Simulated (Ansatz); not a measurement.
GaAs:
```cif
data_As2Ga2
_chemical_formula_sum 'Ga2 As2'
_space_group_name_H-M_alt 'P63mc'
_space_group_IT_number 186
_space_group_name_Hall 'P 6c -2c'
_cell_length_a 3.98872
_cell_length_b 3.98872
_cell_length_c 6.57292
_cell_angle_alpha 90.000
_cell_angle_beta 90.000
_cell_angle_gamma 120.000
loop_
_atom_site_label
_atom_site_type_symbol
_atom_site_symmetry_multiplicity
_atom_site_Wyckoff_symbol
_atom_site_fract_x
_atom_site_fract_y
_atom_site_fract_z
_atom_site_occupancy
Ga1 Ga 2 b 0.33333 0.66667 0.00000 1
As1 As 2 b 0.33333 0.66667 0.37400 1
```

Relaxed with PBEsol. The program Ansatz at the PBEsol level (PAW) gives a gap of 0.43 eV.

### Question
What gap does HSE06 give on the same cell (Ansatz, PAW)?

### Answer
1.40 eV, 0.96 eV more. The hybrid was solved on a coarser mesh and at special points; the gap given is the minimum over both.

| k | v1 PBEsol | c1 PBEsol | v1 HSE06 | c1 HSE06 |
|---|---|---|---|---|
| Γ | 0.00 | 0.43 | 0.00 | 1.40 |
| A | -0.72 | 1.38 | [?] | [?] |
| K | -2.86 | 2.10 | [?] | [?] |
| H | -1.76 | 1.99 | -1.90 | 2.80 |
| M | -1.23 | 1.23 | [?] | [?] |
| L | -2.12 | 1.21 | [?] | [?] |

### Question
Top valence (v1) and lowest conduction level (c1) in eV from each method's valence maximum (which need not be a listed point): supply the withheld HSE06 values.

### Answer

- L, v1 HSE06: -2.29
- L, c1 HSE06: 1.96
- A, v1 HSE06: -0.78
- A, c1 HSE06: 2.24
- M, v1 HSE06: -1.34
- M, c1 HSE06: 1.94
- K, v1 HSE06: -3.09
- K, c1 HSE06: 2.80

Cost on shared cores: the PBEsol run (SCF on a 8×8×4 mesh, then bands and DOS) roughly 22 core-seconds, the HSE06 run (SCF on 6×6×3, then a few points) about 120 core-seconds (a rough figure); the tasks are unlike.

Space group P6_3mc (wurtzite). The first step of the workflow began from a Materials Project structure, measured or hypothetical; the Crystallography Open Database copy checked does not list it. It is not the phase usual at ambient conditions (space group No. 216). The PBEsol relaxation kept the symmetry of its start; whether a distortion lowers the energy is not shown. Spin–orbit coupling is left out wherever it is not named.

Potentials: the earlier of the program's two PAW sets. The files were generated under PBE; for other functionals the program regenerates the frozen cores, and for LDA and PBEsol the local potential too.
